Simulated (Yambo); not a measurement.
BSE-type run in Yambo on RbLuO2 (space group R-3m, No. 166), at zero momentum.

Quantum ESPRESSO step (PBEsol, PseudoDojo standard norm-conserving files, scalar-relativistic):
```
&CONTROL
  calculation = 'nscf'
  pseudo_dir = './pseudo'
  outdir = './out'
/
&SYSTEM
  ibrav = 0
  nat = 4
  ntyp = 3
  ecutwfc = 100.0
  ecutrho = 400.0
  occupations = 'fixed'
  force_symmorphic = .true.
  nbnd = 50
/
&ELECTRONS
  conv_thr = 4e-09
  diago_full_acc = .true.
  diago_thr_init = 1e-08
/
ATOMIC_SPECIES
O 15.9990 O.upf
Rb 85.4678 Rb.upf
Lu 174.9668 Lu.upf
CELL_PARAMETERS angstrom
  1.690977784980   0.976286479352   6.425360766000
 -1.690977784980   0.976286479352   6.425360766000
 -0.000000000000  -1.952572958704   6.425360766000
ATOMIC_POSITIONS crystal
O   0.775061743400   0.775061743400   0.775061743400
O   0.224938256600   0.224938256600   0.224938256600
Rb   0.000000000000   0.000000000000   0.000000000000
Lu   0.500000000000   0.500000000000   0.500000000000
K_POINTS automatic
6 6 6 0 0 0
```

Yambo input:
```
rim_cut
optics
bse
bss
dipoles
em1s
RandQpts= 1000000
RandGvec= 1 Ry
FFTGvecs= 40 Ry
Chimod= "HARTREE"
BSKmod= "SEX"
BSEmod= "resonant"
BSSmod= "hs"
BSENGexx= 15 Ry
BSENGBlk= 4 Ry
% KfnQP_E
 0.717 | 1.0 | 1.0 |
%
% BSEQptR
 1 | 1 |
%
% BSEBands
 11 | 28 |
%
% BEnRange
 0.0 | 9.2 | eV
%
% BDmRange
 0.15 | 0.15 | eV
%
BEnSteps= 184
% BLongDir
 0.0 | 0.0 | 1.0 |
%
BSHayTrs= -0.02
BSSNEig= 24
WRbsWF
% BndsRnXs
 2 | 46 |
%
NGsBlkXs= 4 Ry
% LongDrXs
 1.0 | 1.0 | 1.0 |
%
```

From the report:

The dimension is k points × valence × conduction bands = 216 × 13 × 5 = 14040.
```
  [SLEPC] Approach                          : Krylov-Schur
  [SLEPC] Number of requested eigenvalues   :  24
  [SLEPC] Number of eigenvalues        [NEV]:  24
   [K] Dimension                                    :  14040
   [K] Bands                                        :  11  28
   [K] Exchange res                                 : yes
   [K] Correlation res                              : yes
   [K] W interaction is bare                        : no
   [K] RL vectors exchange                          :   417
   [K] RL vectors correlation                       :   61
   [W] Matrix size                                  :   61
   [W] Bands                                        :    2   46
   [W] Coulomb Cutoff                               : none
   [W] Hxc Kernel                                   : HARTREE
```

Geometry relaxed with PBEsol.
